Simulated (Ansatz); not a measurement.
Input and command of a plane-wave DFT calculation in Ansatz:

```yaml
crystal:
  lattice:
    - [-1.5728713, 1.5728713, 1.7384367]
    - [1.5728713, -1.5728713, 1.7384367]
    - [1.5728713, 1.5728713, -1.7384367]
  atoms:
    - { symbol: Ag, position: [0.0, 0.0, 0.0] }
basis:
  ecutwfc: 500
kpoints:
  mp_grid: { grid: [20, 20, 20] }
hamiltonian:
  xc: r2scan
scf:
  occupations: { method: gaussian, width: 0.15 }
output:
  forces: true
  stress: true
  eigenvalues: true
```

```bash
ansatz run input.yaml --threads 1 --pin off --max-ram 2560MiB --backend cpu --events-out ev --progress --plain --runs-dir out
```

Processor: Intel(R) Xeon(R) Processor @ 2.50GHz (Skylake/Cascade Lake), 1 thread, on a host shared with other jobs.

Task: How long does it run, and how much memory does it take?

Result: About 32 s on 1 thread of Intel(R) Xeon(R) Processor @ 2.50GHz (Skylake/Cascade Lake), with other jobs on the host, peak memory 0.52 GiB. It solves 14 bands at 641 k points (the mesh reduced by symmetry) with about 431 plane waves, in 6 SCF iterations.
